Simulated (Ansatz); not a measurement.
GaBi (rock salt, space group No. 225), DFT-PBEsol in the program Ansatz with PAW potentials, all energies at zero smearing, with the estimated change up to a 700 eV cutoff added, with one set of potentials and settings (totals compare only within such a set). Cell of 2 atoms (1 Ga, 1 Bi): -15984.998 eV.

| element | reference phase | E (eV/atom) |
|---|---|---|
| Ga | Cmce, 4 atoms in the cell | -3743.2031 |
| Bi | R-3m, 2 atoms in the cell | -12242.0039 |

Formation energy per atom, worked out: (-15984.998 − 1×(-3743.2031) − 1×(-12242.0039))/2 = 0.104 eV/atom (10 kJ per mol of atoms), at 0 K, without zero-point energy or fitted corrections.

Space group Fm-3m (rock salt). The cell is a constructed one: a structure type filled with these elements; neither database checked (COD, Materials Project) lists it. Whether it is the stable phase at ambient conditions was not checked. The cell was relaxed with PBEsol under the symmetry of its start; of distortions, only those at the zone centre were tested. The references are the lowest solids computed at this level, not always the standard phases. Scalar-relativistic: spin–orbit coupling is off unless named, which matters more the heavier the elements.

Potentials: the later of the program's two PAW sets.
